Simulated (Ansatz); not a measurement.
This run works on a proposed trial structure, not on a known crystal.

Input and command of a plane-wave DFT calculation in Ansatz:

```yaml
crystal:
  lattice:
    - [4.07, 0.0, 0.0]
    - [0.0, 4.07, 0.0]
    - [0.0, 0.0, 11.52]
  atoms:
    - { symbol: Gd, position: [0.0, 0.5, 0.887], spin: 7.0 }
    - { symbol: Gd, position: [0.5, 0.0, 0.113], spin: 7.0 }
    - { symbol: Gd, position: [0.5, 0.0, 0.625], spin: 7.0 }
    - { symbol: Gd, position: [0.0, 0.5, 0.375], spin: 7.0 }
    - { symbol: "N", position: [0.5, 0.5, 0.0] }
    - { symbol: "N", position: [0.0, 0.0, 0.0] }
    - { symbol: F, position: [0.5, 0.5, 0.5] }
    - { symbol: F, position: [0.0, 0.0, 0.5] }
    - { symbol: F, position: [0.0, 0.0, 0.25] }
    - { symbol: F, position: [0.5, 0.5, 0.25] }
    - { symbol: F, position: [0.5, 0.5, 0.75] }
    - { symbol: F, position: [0.0, 0.0, 0.75] }
basis:
  ecutwfc: 420
kpoints:
  mp_grid: { grid: [3, 3, 1] }
hamiltonian:
  xc: pbe
scf:
  occupations: { method: gaussian, width: 0.15 }
  lower_state_search: "off"
output:
  forces: true
  stress: true
  eigenvalues: true
  populations: true
magnetization:
  spin_polarized: true
relax:
  adjacent_minimum: "off"
  f_tol: 0.08
  max_steps: 16
  cell: { stress_tol: 0.8 }
```

```bash
ansatz run input.yaml --threads 1 --pin off --max-ram 2560MiB --backend cpu --events-out ev --progress --plain --runs-dir out
```

Processor: Intel(R) Xeon(R) Processor @ 2.70GHz, 1 thread, on a host shared with other jobs.

Problem. Estimate time, memory and problem size.

Solution. About 110 s, peak memory 0.58 GiB. It solves 92 bands at 3 k points (after reduction by symmetry) with about 3783 plane waves (on the last cell), in 113 SCF iterations over 6 ionic steps.
